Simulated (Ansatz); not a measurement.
TaS2:
```
CELL_PARAMETERS angstrom
      3.30241     0.00000     0.00000
     -1.65120     2.85997     0.00000
      0.00000     0.00000    32.00000
ATOMIC_POSITIONS crystal
  S  0.66667 0.33333 0.54770
  Ta 0.00000 0.00000 0.50000
  S  0.33333 0.66667 0.45230
```
Free-standing layer in the xy plane with vacuum along z and no interaction between images.

Relaxed with LDA.

Q: All from LDA in the plane-wave PAW code Ansatz, unless another level is named. Give the electronic character.

A: metallic.

Q: And the work function?

A: 5.28 eV.

Space group P-3m1 (1T). A layer that has been made, often on a substrate. The cell was relaxed with LDA under the symmetry of its start; its stability against distortions is not shown here. No spin polarisation was allowed. With an odd number of electrons in the cell and no spin polarisation, the count alone makes it a metal. Scalar-relativistic: spin–orbit coupling is off unless named, which matters more the heavier the elements.

Potentials: the later of the program's two PAW sets.
